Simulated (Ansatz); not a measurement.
C12H4CuO4 in space group C2/m (No. 12; Pearson symbol mS126), the program Ansatz at the PBE+D3(BJ) level (PAW), all energies at zero smearing, with the estimated change up to a 700 eV cutoff added, with one set of potentials and settings (totals compare only within such a set). Cell of 63 atoms (36 C, 12 H, 12 O, 3 Cu): -35897.839 eV.

| element | reference phase | E (eV/atom) |
|---|---|---|
| C | P6_3/mmc, 4 atoms in the cell | -251.0887 |
| H | Cmce, 4 atoms in the cell | -15.9001 |
| O | C2/m, 4 atoms in the cell, spin-polarised | -565.0488 |
| Cu | Fm-3m, 1 atoms in the cell | -6625.7717 |

Formation energy per atom, worked out: (-35897.839 − 36×(-251.0887) − 12×(-15.9001) − 12×(-565.0488) − 3×(-6625.7717))/63 = -0.158 eV/atom (-15 kJ per mol of atoms), at 0 K, without zero-point energy or fitted corrections.

A made-up cell: these elements were put on the sites of a structure type; neither database checked (COD, Materials Project) lists it. Its standing as an ambient phase is unchecked. The cell was relaxed with PBE+D3(BJ) under the symmetry of its start; whether a distortion lowers the energy is not shown. Magnetic state: ferromagnetic, the only order run, not a proven ground state. No Hubbard U is applied. The references are the lowest solids computed at this level, not always the standard phases (solids in place of the gases).

Potentials: the later of the program's two PAW sets.
